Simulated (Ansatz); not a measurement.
Ansatz (a first-principles code) input:

Ansatz 0.2 input:
```yaml
crystal:
  lattice:
    - [5.7387322901, 0.0, 0.0]
    - [0.0, 3.2664795658, 0.0]
    - [0.0, 0.0, 6.2052486054]
  atoms:
    - { symbol: P, position: [0.3147978669, 0.75, 0.5673636086] }
    - { symbol: P, position: [0.6852021331, 0.25, 0.4326363914] }
    - { symbol: P, position: [0.1852021331, 0.25, 0.0673636086] }
    - { symbol: P, position: [0.8147978669, 0.75, 0.9326363914] }
    - { symbol: W, position: [0.9859638444, 0.75, 0.3126600663] }
    - { symbol: W, position: [0.0140361556, 0.25, 0.6873399337] }
    - { symbol: W, position: [0.5140361556, 0.25, 0.8126600663] }
    - { symbol: W, position: [0.4859638444, 0.75, 0.1873399337] }
kpoints:
  mp_grid: { grid: [7, 13, 7] }
hamiltonian:
  xc: r2scan
  pseudopotentials: { kind: paw }
scf:
  occupations: { method: fermi_dirac, width: 0.1 }
phonons:
  method: dfpt
  response_accuracy: low
  eigenvectors: true
  rigid_motions: translations
```

Output (shortened):

```
Pseudopotential: P, paw, valence charge 5
Pseudopotential: W, paw, valence charge 14
Functional definition: r2SCAN
Crystal: 8 atoms, lattice volume = 116.320 Å³
Basis set: ecut = 500 eV, 2961 PW (Γ), exchange–correlation on 240×120×240 points (125 copies of the dense FFT grid, shifted against one another)
Bands: 46, of which v1, the nominal top of the filled ones, is band 38 counted from 1 (37 counted from 0)
Symmetry: 8 space group operations
k-points: 319 of 637 (irreducible under 1 space group operation, time reversal used)
SCF iter   1: F=—  HF=-44628.862962 eV  |F-HF|=—  |Δ(HF+E_count)|=         —  Δρ=1.04e-2  dr2=1.80e-1  dr2_τ=2.79e-1  ethr=1.77e-3  ⟨swp⟩=6.5  Hψ=62884  notcnv=0
preconditioner: auto → Kerker (q_TF=auto, 2.541 Å⁻¹)
SCF iter   2: F=—  HF=-44629.041866 eV  |F-HF|=—  |Δ(HF+E_count)|=   1.79e-1  Δρ=5.61e-3  dr2=3.42e-2  dr2_τ=1.89e-3  ethr=2.37e-4  ⟨swp⟩=2.0  Hψ=26132  notcnv=0
SCF iter   3: F=—  HF=-44629.047626 eV  |F-HF|=—  |Δ(HF+E_count)|=   5.76e-3  Δρ=1.83e-3  dr2=3.38e-3  dr2_τ=2.47e-4  ethr=4.50e-5  ⟨swp⟩=2.0  Hψ=20197  notcnv=0
SCF iter   4: F=—  HF=-44629.048547 eV  |F-HF|=—  |Δ(HF+E_count)|=   9.21e-4  Δρ=3.29e-4  dr2=1.27e-4  dr2_τ=6.23e-6  ethr=4.45e-6  ⟨swp⟩=2.0  Hψ=21541  notcnv=0
SCF iter   5: F=—  HF=-44629.048581 eV  |F-HF|=—  |Δ(HF+E_count)|=   3.48e-5  Δρ=6.22e-5  dr2=5.31e-6  dr2_τ=9.87e-7  ethr=1.67e-7  ⟨swp⟩=2.0  Hψ=21779  notcnv=0
SCF iter   6: F=—  HF=-44629.048583 eV  |F-HF|=—  |Δ(HF+E_count)|=   1.19e-6  Δρ=1.63e-5  dr2=2.17e-7  dr2_τ=1.97e-8  ethr=6.99e-9  ⟨swp⟩=2.0  Hψ=22192  notcnv=0
SCF iter   7: F=—  HF=-44629.048583 eV  |F-HF|=—  |Δ(HF+E_count)|=   1.50e-7  Δρ=2.69e-6  dr2=7.78e-9  dr2_τ=2.95e-10  ethr=2.85e-10  ⟨swp⟩=2.1  Hψ=23346  notcnv=0
SCF iter   8: F=—  HF=-44629.048583 eV  |F-HF|=—  |Δ(HF+E_count)|=   3.52e-9  Δρ=4.11e-7  dr2=1.93e-10  dr2_τ=5.75e-11  ethr=1.02e-11  ⟨swp⟩=2.0  Hψ=22410  notcnv=0
SCF iter   9: F=-44629.048583 eV  HF=-44629.048583 eV  |F-HF|=2.18e-11  |Δ(HF+E_count)|=  1.82e-10  Δρ=9.34e-8  dr2=8.56e-12  dr2_τ=5.13e-13  ethr=1.00e-12  ⟨swp⟩=5.5  Hψ=82204  notcnv=0
SCF 1 converged in 9 iterations: F = -44629.048583 eV  dr2 = 8.56e-12
DFPT response loops at Γ: preconditioner auto → Kerker (q_TF=auto, 2.541 Å⁻¹) (partly filled bands, converged f_vac=0.000) …
SCF converged after 9 iterations
Free energy (F): -44629.048583 eV
Harris-Foulkes:  -44629.048583 eV  (|F-HF|=2.18e-11)
Internal energy: -44628.944416 eV  (E = F + TS)
E sigma→0 (E₀):  -44628.996500 eV
Entropy (-TS):   -0.104166 eV (-13.021 meV/atom)
Fermi energy:    18.119917 eV
--- Per-component energies (eV) ---
  E_band       = -441.423911
  E_kinetic    = 2109.639185
  E_local      = -3445.194752  (includes V_loc(G=0)·N_el)
  E_nonlocal   = 135.794499
  E_hartree    = 1286.809500
  E_xc         = -1239.504329
  E_vxc        = -1314.878295  (∫ρ·V_xc dr)
  E_paw        = -36677.407540  (= ΣΔE_a)
  E_vpaw       = -566.795469  (= ΣTr[D̂ρ^β])
  E_aug_tail   = -0.000187  (compensation charges beyond the density's cutoff)
  E_vtau       = 66.392102  (kinetic-family band-sum trace: ∫τ·v_τ [+ j·A + Jᵃ·Aᵃ] dr)
  E_ewald      = -6796.365629
  E_core_change = -2.715164  (= ΣΔE_core)
  E_smearing   = -0.104166  (= −TS)
  E_closure    = 0.000000  (closes the sum)
  Σ components = -44629.048583   (vs F -44629.048583, Δ=0.00e0)
  [band-id]    e_kinetic+e_local+e_nonlocal+2·e_hartree+e_vxc+e_vpaw+e_augmentation_tail+e_vtau = -441.423916   (vs E_band -441.423911, Δ=-5.61e-6)
--- Band table (eV; the first three rows and the last of 319) ---
  k-point 0: bands = ["-58.0832", "-58.0592", "-58.0416", "-58.0176", "-22.0630", "-21.9934", "-21.9321", "-21.9301", "-21.7582", "-21.7079", "-21.6319", "-21.5811", "-21.5326", "-21.5260", "-21.4982", "-21.4666", "2.6095", "5.0449", "5.7702", "6.8020", …
  k-point 1: bands = ["-58.0824", "-58.0616", "-58.0391", "-58.0184", "-22.0591", "-21.9939", "-21.9340", "-21.9292", "-21.7561", "-21.7109", "-21.6263", "-21.5781", "-21.5347", "-21.5326", "-21.4970", "-21.4697", "2.6975", "4.8329", "5.8944", "6.7672", …
  k-point 2: bands = ["-58.0802", "-58.0666", "-58.0342", "-58.0206", "-22.0479", "-21.9993", "-21.9354", "-21.9276", "-21.7499", "-21.7190", "-21.6115", "-21.5703", "-21.5488", "-21.5406", "-21.4950", "-21.4773", "2.9537", "4.3785", "6.1125", "6.6674", …
  k-point 318: bands = ["-58.0726", "-58.0678", "-58.0322", "-58.0274", "-21.9871", "-21.9628", "-21.8628", "-21.8176", "-21.7635", "-21.7505", "-21.7416", "-21.7057", "-21.5699", "-21.5605", "-21.4768", "-21.4673", "3.6500", "4.1812", "5.7999", "5.9135", …
--- Phonons (Γ-DFPT): 6 representative perturbations + reference, on 319 of 637 k-points (Σ response iterations 45) ---
  ASR residual: 3.946e-3 → 0.000e0 eV/Å²; symmetrization residual: 6.522e-5 eV/Å²
  ASR residual per site (eV/Å²): 1.91e-3 1.91e-3 1.91e-3 1.91e-3 3.95e-3 3.95e-3 3.95e-3 3.95e-3
  Γ frequencies (cm⁻¹): 0.00 0.00 0.00 123.84 131.95 139.50 147.78 150.32 160.76 172.27 184.88 189.26 292.50 306.15 327.23 327.86 330.78 336.47 354.77 368.44 374.88 408.23 413.38 424.70
  non-analytic LO–TO correction: not included (Born effective charges unavailable; polar crystals: no LO–TO splitting at Γ)
```

Cost: about 60 core-minutes (a rough figure) on shared cores.

Space group Pnma. The first step of the workflow began from a Materials Project structure, measured or hypothetical; the Crystallography Open Database files this formula in space group No. 62, but the cells were not matched. Its standing as an ambient phase is unchecked. The r²SCAN relaxation kept the symmetry of its start; whether a distortion lowers the energy is not shown. The run is not spin-polarised. As this level gives no gap, phonon frequencies hold no LO–TO term and depend on the k-mesh and smearing (Fermi–Dirac, 0.1 eV here). Spin–orbit coupling is left out wherever it is not named.

Potentials: the later of the program's two PAW sets.

Ansatz is a plane-wave DFT program.
